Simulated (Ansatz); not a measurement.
A relaxed structure of ZnInGaO4 is spoiled in several ways and relaxed again each time (noise and exchanges are one random draw each; squeezed and stretched starts keep its symmetry, which their runs cannot lower; pressure is positive under compression). Method: PBE (plane waves to 420 eV, PAW, scalar-relativistic; Ansatz, an electronic-structure program).

```cif
data_Ga3In3O12Zn3
_chemical_formula_sum 'In3 Ga3 Zn3 O12'
_space_group_name_H-M_alt 'R3m :H'
_space_group_IT_number 160
_space_group_name_Hall 'R 3 -2"'
_cell_length_a 3.35592
_cell_length_b 3.35592
_cell_length_c 26.11444
_cell_angle_alpha 90.000
_cell_angle_beta 90.000
_cell_angle_gamma 120.000
loop_
_atom_site_label
_atom_site_type_symbol
_atom_site_symmetry_multiplicity
_atom_site_Wyckoff_symbol
_atom_site_fract_x
_atom_site_fract_y
_atom_site_fract_z
_atom_site_occupancy
In1 In 3 a 0.00000 0.00000 0.00308 1
Ga1 Ga 3 a 0.00000 0.00000 0.78705 1
Zn1 Zn 3 a 0.00000 0.00000 0.21881 1
O1 O 3 a 0.00000 0.00000 0.86352 1
O2 O 3 a 0.00000 0.00000 0.12103 1
O3 O 3 a 0.00000 0.00000 0.71123 1
O4 O 3 a 0.00000 0.00000 0.29529 1
```
(The calculation used a cell of 7 atoms; values per cell refer to that cell.)

```tsv
change	first pressure (GPa)	largest first force (eV/Å)	released (eV/atom)	moves	outcome	final group	E − E(parent) (eV/atom)
squeezed uniformly to 70 % of its volume	124.3	1.78	1.02	11	returns to the parent	R3m	0.000
with every coordinate shifted by Gaussian noise of σ = 0.2 Å	34.9	17.02	0.95	8	returns to the parent	R3m	0.000
with one Zn and one Ga atom exchanged in a cell of 7 atoms	3.0	3.01	0.22	9	returns to the parent	R3m	0.000
```

First-step values come from each run's starting, coarser k-mesh (9×9×9, 8×8×8). The runs use different k-meshes, so differences are rounded accordingly. No spin polarisation in the result.
